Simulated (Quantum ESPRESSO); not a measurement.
Inputs of pw.x and gipaw.x (a modified build of Quantum ESPRESSO, PBE) for SiC; the starting potential comes from an earlier run on another mesh:

```
&CONTROL
  calculation = 'scf'
  prefix = 'x'
  pseudo_dir = './pseudo'
  outdir = './out'
  tprnfor = .true.
/
&SYSTEM
  ibrav = 0
  nat = 2
  ntyp = 2
  ecutwfc = 40
  ecutrho = 160
  occupations = 'fixed'
  nbnd = 4
/
&ELECTRONS
  conv_thr = 1e-11
  startingpot = 'file'
/
ATOMIC_SPECIES
Si 28.085 Si.GGA_PBE-JTH.UPF
C 12.011 C.GGA_PBE-JTH.UPF
CELL_PARAMETERS angstrom
    0.000000000000     2.174000000000     2.174000000000
    2.174000000000     0.000000000000     2.174000000000
    2.174000000000     2.174000000000     0.000000000000
ATOMIC_POSITIONS crystal
Si     0.000000000000     0.000000000000     0.000000000000
C      0.250000000000     0.250000000000     0.250000000000
K_POINTS automatic
10 10 10 1 1 1
```

```
&INPUTGIPAW
  job = 'nmr'
  prefix = 'x'
  tmp_dir = './out/'
  restart_mode = 'from_scratch'
  pawproj(1) = .true.
  pawproj(2) = .true.
  use_nmr_macroscopic_shape = .false.
/
```

The cell was made here from an entry of the Crystallography Open Database (unchecked): atoms relaxed with PBE in the measured cell (PBE without dispersion, pw.x of Quantum ESPRESSO, symmetry kept).  Stability against distortions was not tested.

Question: Predict the shielding tensors that the run ends with.

Answer: 
```
     Total NMR chemical shifts in ppm: ---------------------------------------
     (adopting the Simpson convention for anisotropy and asymmetry)-----------

     Atom  1  Si  pos: (  0.000000  0.000000  0.000000)  Total sigma:         359.36
           359.3596          0.0000          0.0000
             0.0000        359.3596          0.0000
             0.0000          0.0000        359.3596

     Si      1    anisotropy:      0.00    eta:    0.0000
     Si      1    sigma_11=    359.36
     Si      1    sigma_22=    359.36
     Si      1    sigma_33=    359.36

     Atom  2  C   pos: (  0.353553  0.353553  0.353553)  Total sigma:         142.49
           142.4894         -0.0000         -0.0000
            -0.0000        142.4894         -0.0000
             0.0000          0.0000        142.4894

     C       2    anisotropy:      0.00    eta:    0.0000
     C       2    sigma_11=    142.49
     C       2    sigma_22=    142.49
     C       2    sigma_33=    142.49
```
The printed anisotropy is 3/2 (σ_33 − σ_iso) in the program's own order; the axes are left out here. All sites are cubic, so the anisotropy vanishes by symmetry. These are absolute shieldings with no macroscopic susceptibility term; δ = σ_ref − σ needs a reference computed alike. By our sweeps, such settings leave a few ppm in absolute σ. The datasets of Si hold no d projectors, which limits absolute σ on these atoms. The structure is static (0 K, no zero-point motion).
